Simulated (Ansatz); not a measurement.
KMn$_{4}$As$_{3}$ in Ansatz, settings compared

input.yaml:

```yaml
crystal:
  lattice:
    - [4.031395, 0.0, 0.0]
    - [-2.015698, 3.491295, 0.0]
    - [-2.015698, 1.163765, 10.921337]
  atoms:
    - { symbol: K, position: [0.5, 0.5, 0.5] }
    - { symbol: Mn, position: [0.09027, 0.90973, 0.27081] }
    - { symbol: Mn, position: [0.90973, 0.09027, 0.72919] }
    - { symbol: Mn, position: [0.30177, 0.69823, 0.90531] }
    - { symbol: Mn, position: [0.69823, 0.30177, 0.09469] }
    - { symbol: As, position: [0.22904, 0.77096, 0.68712] }
    - { symbol: As, position: [0.77096, 0.22904, 0.31288] }
    - { symbol: As, position: [0.0, 0.0, 0.0] }
  symmetry: { tolerance: 0.0003 }
kpoints:
  mp_grid: { grid: [5, 5, 5], shift: [0, 0, 0] }
magnetization:
  spin_polarized: false
scf:
  occupations: { method: fermi_dirac }
hamiltonian:
  pseudopotentials: { kind: paw }
  xc: r2scan
basis:
  ecutwfc: 500
output:
  forces: true
  stress: true
  eigenvalues: true
```

Run with:

```bash
ansatz run input.yaml --threads 1 --pin off --max-ram 2560MiB --backend cpu --events-out ev --progress --plain --runs-dir out
```

Origin of the cell: a known structure type with other elements, at an estimated volume, so it need not be a known compound.

The smearing width isn't typed, so it takes its default of 0.1 eV.

Output of this run (shortened):

```
SCF iter   1: F=—  HF=-31746.678958 eV  Δρ=2.22e-2  dr2=1.59e0  dr2_τ=1.27e-1
SCF iter   2: F=—  HF=-31746.899243 eV  Δρ=1.97e-2  dr2=4.25e-1  dr2_τ=6.52e-3  defer=3
SCF iter   3: F=—  HF=-31746.847484 eV  Δρ=5.72e-3  dr2=6.59e-2  dr2_τ=1.47e-3  defer=3
SCF iter   4: F=—  HF=-31746.848820 eV  Δρ=3.57e-3  dr2=1.86e-2  dr2_τ=2.11e-4  defer=3
SCF iter   5: F=—  HF=-31746.850369 eV  Δρ=3.75e-3  dr2=3.57e-2  dr2_τ=2.77e-4  defer=3
SCF iter   6: F=—  HF=-31746.850034 eV  Δρ=8.01e-4  dr2=1.41e-3  dr2_τ=2.22e-5  defer=3
SCF iter   7: F=—  HF=-31746.850066 eV  Δρ=4.11e-4  dr2=3.53e-4  dr2_τ=4.48e-6  defer=3
SCF iter   8: F=—  HF=-31746.850073 eV  Δρ=1.18e-4  dr2=1.28e-5  dr2_τ=3.03e-7  defer=3
SCF iter   9: F=—  HF=-31746.850200 eV  Δρ=5.94e-5  dr2=3.75e-6  dr2_τ=1.15e-7  defer=3
SCF iter  10: F=—  HF=-31746.850201 eV  Δρ=3.01e-5  dr2=2.14e-6  dr2_τ=3.49e-8  defer=3
SCF iter  11: F=-31746.850201 eV  HF=-31746.850201 eV  Δρ=1.14e-5  dr2=8.04e-8  dr2_τ=4.99e-9
SCF 1 converged in 11 iterations: F = -31746.850201 eV  dr2 = 8.04e-8
SCF converged after 11 iterations
Free energy (F): -31746.850201 eV
Harris-Foulkes:  -31746.850201 eV  (|F-HF|=3.22e-8)
Internal energy: -31746.202785 eV  (E = F + TS)
E sigma→0 (E₀):  -31746.526493 eV
Entropy (-TS):   -0.647416 eV (-80.927 meV/atom)
Fermi energy:    10.519228 eV
--- Per-component energies (eV) ---
  E_band       = -2009.289389
  E_kinetic    = 1789.306021
  E_local      = -16407.432425  (includes V_loc(G=0)·N_el)
  E_nonlocal   = -1016.522949
  E_hartree    = 7637.455937
  E_xc         = -790.310427
  E_vxc        = -1077.610404  (∫ρ·V_xc dr)
  E_paw        = -11579.044216  (= ΣΔE_a)
  E_vpaw       = -639.513325  (= ΣTr[D̂ρ^β])
  E_aug_tail   = -0.000039  (compensation charges beyond the density's cutoff)
  E_vtau       = 67.557883  (kinetic-family band-sum trace: ∫τ·v_τ [+ j·A + Jᵃ·Aᵃ] dr)
  E_ewald      = -11373.954106
  E_core_change = -5.700581  (= ΣΔE_core)
  E_smearing   = -0.647416  (= −TS)
  Σ components = -31746.850201   (vs F -31746.850201, Δ=0.00e0)
--- Forces (eV/Å), atoms counted from 1 ---
  atom   1  K      0.000000     0.000000     0.000000
[… 2 lines left out …]
  atom   4  Mn    -0.000000    -0.000000     0.695520
  atom   5  Mn     0.000000     0.000000    -0.695520
  atom   6  As    -0.000000    -0.000000     0.709654
  atom   7  As     0.000000     0.000000    -0.709654
  atom   8  As    -0.000000     0.000000     0.000000
  max |Σ_I F_I| component: 5.55e-16 eV/Å
--- Stress (GPa, compression-positive) ---
      -11.778859       0.000000      -0.000000
        0.000000     -11.778859      -0.000000
       -0.000000      -0.000000      -8.500277
  P = ⅓ Tr σ = -10.6860 GPa (-106.860 kbar)
```

The same input was run again with these changes:

1. `basis.ecutwfc` 500 → "400 eV"
2. `basis.xc_grid` default → 3; `hamiltonian.hubbard` default → { sites: [{ species: Mn, l: d, u_eff: 8.0 }], double_counting: fll }; `scf.convergence.dr2_threshold` default → 1.0e-11
3. `scf.mixing.preconditioner` default → resta; `hamiltonian.xc` r2scan → rpbe; `scf.n_extra_bands` default → 8
4. `magnetization` { spin_polarized: false } → default; `crystal.atoms[0].spin` default → 2.0; `scf.max_iter` default → 50; typed moments: K1 2

| run | end | SCF iterations | P (GPa) | max force component (eV/Å) | moment (μB) | ΔE(σ→0) (meV/atom) |
| --- | --- | --- | --- | --- | --- | --- |
| base | converged | 11 | -10.69 | 2.377 | – | 0 |
| 1 | converged | 12 | -10.68 | 2.377 | – | 2.12 |
| 2 | converged | 34 | 13.24 | 1.315 | – | – |
| 3 | converged | 14 | -5.61 | 2.355 | – | – |
| 4 | input refused | 0 | – | – | – | – |

Energies are compared only where functional, datasets, charge and starting cell are the same.

Caveats of the base run: no spin polarisation, so a magnetic state may lie lower; the k mesh is coarse if the cell is a metal.

Run 1: the cutoff lies below the datasets' advice.
Run 3: forces of this functional can be a tenth off on datasets made under PBE.

The base run took 19 s on 1 thread of Intel(R) Xeon(R) 6975P-C (Granite Rapids) (shared host), peak memory 0.93 GiB, from the program's own first density.
